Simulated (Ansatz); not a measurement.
BaZrO3 (cubic perovskite, space group No. 221) under volume change, PBE (plane waves, PAW; program Ansatz), scaled uniformly.

```tsv
V (Å³/atom)	E − E(relaxed) (meV/atom)	P (GPa)
13.748	67.7	17.37
14.201	…	…
14.654	6.7	4.88
15.107	0.0	0.00
15.561	6.0	-4.14
16.014	22.8	-7.66
16.467	…	…
```

Problem. Fill in the missing entries.

Solution. 
- 14.201, E − E(relaxed) (meV/atom): 28.3
- 14.201, P (GPa): 10.61
- 16.467, E − E(relaxed) (meV/atom): 48.8
- 16.467, P (GPa): -10.65

Problem. What does a third-order Birch–Murnaghan fit give for V₀, B₀ and B′?

Solution. V₀ = 15.11 Å³/atom, B₀ = 149 GPa, B′ = 4.4.

Space group Pm-3m (cubic perovskite). The PBE relaxation kept the symmetry of its start. The run is not spin-polarised. Spin–orbit coupling is left out wherever it is not named.

Potentials: the later of the program's two PAW sets.
